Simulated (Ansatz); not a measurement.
Data:

Hf₃Ge₂:
```cif
data_Ge4Hf6
_chemical_formula_sum 'Hf6 Ge4'
_space_group_name_H-M_alt 'P 1'
_space_group_IT_number 1
_cell_length_a 7.11370
_cell_length_b 7.11370
_cell_length_c 3.70509
_cell_angle_alpha 90.000
_cell_angle_beta 90.000
_cell_angle_gamma 90.000
loop_
_space_group_symop_operation_xyz
  'x, y, z'
loop_
_atom_site_label
_atom_site_type_symbol
_atom_site_fract_x
_atom_site_fract_y
_atom_site_fract_z
_atom_site_occupancy
Hf1 Hf 0.00000 0.00000 0.00000 1
Hf2 Hf 0.50000 0.50000 0.00000 1
Hf3 Hf 0.16982 0.66982 0.50000 1
Hf4 Hf 0.83018 0.33018 0.50000 1
Hf5 Hf 0.33018 0.16982 0.50000 1
Hf6 Hf 0.66982 0.83018 0.50000 1
Ge1 Ge 0.63073 0.13073 0.00000 1
Ge2 Ge 0.36927 0.86927 0.00000 1
Ge3 Ge 0.86927 0.63073 0.00000 1
Ge4 Ge 0.13073 0.36927 0.00000 1
```

This is the r²SCAN-relaxed structure.

Task: All from DFT-r²SCAN in the program Ansatz with PAW potentials, unless another level is named. Give the electronic character.

Result: metallic (no gap).

Task: Next, the formation energy from the elements (no fitted shifts)?

Result: -0.76 eV/atom.

Task: What about the density of states at the Fermi level?

Result: 0.61 states/eV per atom (mean over ±0.08 eV).

Space group P4/mbm. The workflow started from a Materials Project entry (that database holds measured and hypothetical structures alike); the Crystallography Open Database copy checked does not list it. Whether it is the stable phase at ambient conditions was not checked. The r²SCAN relaxation kept the symmetry of its start; its stability against distortions is not shown here. The run is not spin-polarised. The references are the lowest solids computed at this level, not always the standard phases. Spin–orbit coupling is left out wherever it is not named.

Potentials: the later of the program's two PAW sets.
